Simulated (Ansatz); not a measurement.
Relaxed AlNi (CsCl type):

```xyz
2
Lattice="2.8631 0.0000 0.0000 0.0000 2.8631 0.0000 0.0000 0.0000 2.8631" Properties=species:S:1:pos:R:3 pbc="T T T"
Al     0.0000     0.0000     0.0000
Ni     1.4316     1.4316     1.4316
```

In each cell atom 1 (Al, nearest neighbour Ni at 2.480 Å; its periodic images, 2.9 Å or more away, move with it) moves by s·(0.577, 0.577, 0.577) (along Cartesian [111]), the rest being held.

Computed with r2SCAN (plane waves to 500 eV, PAW, scalar-relativistic; Ansatz, a first-principles code). k mesh 13×13×13 (Γ-centred), Fermi-Dirac smearing 0.05 eV. Energies are smeared free energies. Left out: 2 of 11 points, with atoms too close for the PAW data. With partly filled bands, energies and forces of such displacements shift with the k mesh and the smearing. AlNi is run without spin polarisation. AlNi was relaxed with its symmetry unable to fall. ΔE is measured from the undisplaced structure.

Successive frames, forces in eV/Å:

| frame | ΔE (meV/cell) | F on Al1 | F on Ni2 |
|---|---|---|---|
| s = 0.000 Å | 0 | (0.000, 0.000, 0.000) | (0.000, 0.000, 0.000) |
| s = 0.148 Å | 72 | (-0.578, -0.578, -0.578) | (0.578, 0.578, 0.578) |
| s = 0.296 Å | 310 | (-1.320, -1.320, -1.320) | (1.320, 1.320, 1.320) |

What are the energy and the forces in the next frame, s = 0.444 Å?

ΔE (meV/cell) = 780.

| atom | Fx | Fy | Fz |
|---|---|---|---|
| Al1 | -2.429 | -2.429 | -2.429 |
| Ni2 | 2.429 | 2.429 | 2.429 |

(For displaced atoms, the force is minus the slope of the energy, and its curvature is a force constant, which sets phonon frequencies.)
